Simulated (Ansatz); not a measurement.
GdIr₃ (AuCu3-type structure)

Computed with Ansatz (plane waves, PAW, 420 eV cutoff): PBEsol, scalar-relativistic, collinear spin, Γ-centred 8×8×8 mesh, 0.05 eV Gaussian smearing. The datasets are Ansatz's generated set soft_2.

```cif
data_structure
_symmetry_space_group_name_H-M 'P 1'
_symmetry_Int_Tables_number 1
_cell_length_a 4.0149
_cell_length_b 4.0149
_cell_length_c 4.0149
_cell_angle_alpha 90.000
_cell_angle_beta 90.000
_cell_angle_gamma 90.000
_cell_volume 64.72
loop_
_atom_site_label
_atom_site_type_symbol
_atom_site_fract_x
_atom_site_fract_y
_atom_site_fract_z
_atom_site_occupancy
Gd1 Gd 0.00000 0.00000 0.00000 1
Ir1 Ir 0.00000 0.50000 0.50000 1
Ir2 Ir 0.50000 0.50000 0.00000 1
Ir3 Ir 0.50000 0.00000 0.50000 1
```

The cell came from substitution into a structure type; whether the compound takes it is for experiment to say.

Magnetic state: ferromagnetic, site spin moments Gd 6.86; Ir -0.07 μB.

Path: Γ–X–M–Γ–R–X | R–M, with Γ = (0.000, 0.000, 0.000), X = (0.000, 0.500, 0.000), M = (0.500, 0.500, 0.000), R = (0.500, 0.500, 0.500) in reciprocal vectors of the calculation's cell.

**Question.** Is it a metal or an insulator, and if it has a gap, where are the band edges on this path?

**Answer.** A metal: bands cross the Fermi level.

Bands as a text map, energy in eV from the Fermi level (dashes), each leg drawn with the same width, + spin up, o spin down, # both:
```
  3.71 |+#  +o   o +#++ o+ oo+##o+     ##o          +
  3.43 |      o o + ##o## o++   +oo   o++#o      oooo
  3.14 | +o  + oo#o#++#++#+o+ +o ++ooo+  +#ooooo#++##
  2.86 |   ooo#####oooooooo     ooo#oooooo##ooo#ooooo
  2.57 |ooooooooooooooooooooooooooooo#oooooooo#oooooo
  2.29 |oo+                 ooo    o+o      +#o      
  2.00 |                   +   +    oo      ooo      
  1.71 |########           o###o   # +     #  +      
  1.43 | #      #          #   ####+      #    o     
  1.14 |## +     #        + ##+   oo#### +  ###+     
  0.86 |  #o              ##o # # +  #+ #o     #o    
  0.57 |  o#   +  #      #       o # #     +  # #    
  0.29 |   +###o#  +    +o##   # +     o  +o     #   
  0.00 |#####----#-o----#-+####+----+-o++-o-++-#-o---
 -0.29 |  o+o+   +###++# #o#   o+   o+# o+  oo+  +#++
 -0.57 |   o+#+++### ##++ #    ##+o+ o   o++  o #++##
 -0.86 |    o#ooooo##o#o##      oo+o  +#++oo   ++ o##
 -1.14 |     ## oooo#++#oo        ##o###ooo oo#oo#+++
 -1.43 |   +#+##++   ######    +##+ ++#o#++#++####oo#
 -1.71 |  #o o oo####ooo oo## #o#o#   # ##oo   +##+#o
 -2.00 |###   +   o+++++#+ #######+######+  ###o +#++
 -2.29 |   #++#++++########     ++## +#+##++  +###+##
 -2.57 |++++#+++++######++++++++++#+++#++#+++++##+###
 -2.86 |    +#############      +++###+o++#####o+#+##
 -3.14 |      +#######+# +        #   ##  ##   +###++
 -3.43 |      #   ++#+ +##       #     #o#+       #  
 -3.71 |          o# oo #       o       ##       o #o
 -4.00 |     #o######++###o     #      # +##    o+  +
        Γ      X      M      Γ      R      XR       M
```

Without a U the 4f levels of Gd lie too near the Fermi level, so their share of the states there, and what hangs on it, is overstated. For elements this heavy, spin–orbit coupling would shift levels and gaps; it isn't included here. Site moments are of spin, integrated over atomic spheres. No antiparallel order was tried.
